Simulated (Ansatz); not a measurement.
Before relaxation, 1 NO a cell, upright, over a bridge W-W site (W, Im-3m (No. 229), (1 1 0) face):

```yaml
crystal:
  lattice:
    - [5.47220, 0.00000, 0.00000]
    - [-1.82407, 5.15924, 0.00000]
    - [0.00000, 0.00000, 23.62803]
  atoms:
    - { symbol: W, position: [0.25000, 0.25000, 0.33858] }
    - { symbol: W, position: [0.25000, 0.75000, 0.33858] }
    - { symbol: W, position: [0.75000, 0.25000, 0.33858] }
    - { symbol: W, position: [0.75000, 0.75000, 0.33858] }
    - { symbol: W, position: [0.50000, 0.50000, 0.43107] }
    - { symbol: W, position: [0.50000, 0.00000, 0.43107] }
    - { symbol: W, position: [0.00000, 0.50000, 0.43107] }
    - { symbol: W, position: [0.00000, 0.00000, 0.43107] }
    - { symbol: W, position: [0.75000, 0.75000, 0.52354] }
    - { symbol: W, position: [0.75000, 0.25000, 0.52354] }
    - { symbol: W, position: [0.25000, 0.75000, 0.52354] }
    - { symbol: W, position: [0.25000, 0.25000, 0.52354] }
    - { symbol: N, position: [0.00000, 0.75000, 0.65728] }
    - { symbol: O, position: [0.00000, 0.75000, 0.70637] }
```

All numbers below come from DFT PBE+D3(BJ), scalar-relativistic, plane waves, PAW (Ansatz 0.2.0). Settings: cutoff 420 eV, Γ-centred mesh 4×4×1 on the computed 14-atom cell, Gaussian smearing of 0.10 eV; collinear spin. The cell repeats along c with a dipole correction in the vacuum.

Atoms 1, 2, 3, 4 (counted from 1) are held. The cell is fixed. Force threshold 0.04 eV/Å.

| step | E − E_final (eV) | largest force (eV/Å) |
| --- | --- | --- |
| 1 | 2.636 | 0.392 |
| 2 | 2.533 | 0.503 |
| 3 | 2.404 | 0.746 |
| 4 | 2.238 | 1.250 |
| 5 | 1.977 | 2.148 |
| 6 | 1.543 | 3.295 |
| 7 | 0.947 | 2.275 |
| 8 | 0.262 | 1.452 |
| 9 | 0.065 | 0.892 |
| 10 | 0.027 | 0.397 |
| 11 | 0.001 | 0.044 |
| 12 | 0.000 | 0.017 |

Q: What is the final structure?

A:
```yaml
crystal:
  lattice:
    - [5.47220, 0.00000, 0.00000]
    - [-1.82407, 5.15924, 0.00000]
    - [0.00000, 0.00000, 23.62803]
  atoms:
    - { symbol: W, position: [0.25000, 0.25000, 0.33858] }
    - { symbol: W, position: [0.25000, 0.75000, 0.33858] }
    - { symbol: W, position: [0.75000, 0.25000, 0.33858] }
    - { symbol: W, position: [0.75000, 0.75000, 0.33858] }
    - { symbol: W, position: [0.49595, 0.50064, 0.43043] }
    - { symbol: W, position: [0.50405, 0.99936, 0.43043] }
    - { symbol: W, position: [0.99860, 0.50128, 0.43085] }
    - { symbol: W, position: [0.00140, 0.99872, 0.43085] }
    - { symbol: W, position: [0.74695, 0.74851, 0.52631] }
    - { symbol: W, position: [0.74865, 0.24518, 0.52199] }
    - { symbol: W, position: [0.25305, 0.75149, 0.52631] }
    - { symbol: W, position: [0.25135, 0.25482, 0.52199] }
    - { symbol: N, position: [0.00000, 0.75000, 0.59117] }
    - { symbol: O, position: [0.00000, 0.75000, 0.64276] }
```

The end is the local minimum or symmetric point that this start leads to. The slab is only 4.5 Å thick, so the energy isn't converged with thickness.

Spin–orbit coupling is left out, which can shift energies with elements as heavy as these.

Cost: 1 run of about 75 core-minutes, on Intel Xeon Processor @ 2.70GHz (shared hosts).